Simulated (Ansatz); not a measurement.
CaO:
```
CaO
1.0
    4.24191     0.00000     0.00000
    0.00000     4.24191     0.00000
    0.00000     0.00000     3.40002
Ca O
2 2
Direct
  0.50000   0.00000   0.25041
  0.00000   0.50000   0.74959
  0.00000   0.00000   0.00000
  0.50000   0.50000   0.00000
```

Relaxed with PBE. Special points in fractions of this cell's reciprocal vectors: Γ (0.000, 0.000, 0.000); X (0.000, 0.500, 0.000); M (0.500, 0.500, 0.000); Z (0.000, 0.000, 0.500); R (0.000, 0.500, 0.500); A (0.500, 0.500, 0.500).

Problem. List the band energies nearest the valence-band maximum at these points for plane-wave PAW PBE (Ansatz code).

Solution. In eV from the valence-band maximum; about four levels below and three above (degenerate sets whole), none deeper than 8.9 eV; points with the same levels are listed once.

```csv
k,below,above
Γ,-1.42 -0.50 -0.14 -0.14,2.57 4.79 4.94
X,-1.11 -1.11 -0.57 -0.57,3.85 3.85 5.89 5.89
M,-0.75 -0.75 -0.25 -0.25,4.19 4.19 4.99 4.99
Z,-1.83 -1.83 -1.83 -0.35 -0.35,5.84 5.84 6.53
R,-1.36 -1.36 -1.25 -1.25,5.59 5.59 5.95 5.95
A,-1.60 -1.60 -0.57 -0.57,5.16 5.16 5.46 5.46
```

Space group P4/nmm. The start of the workflow was typed in or built on a structure type; neither database checked (COD, Materials Project) lists it. It is not the phase usual at ambient conditions (space group No. 225). Symmetry was held in the PBE relaxation; its stability against distortions is not shown here.

Potentials: the earlier of the program's two PAW sets.
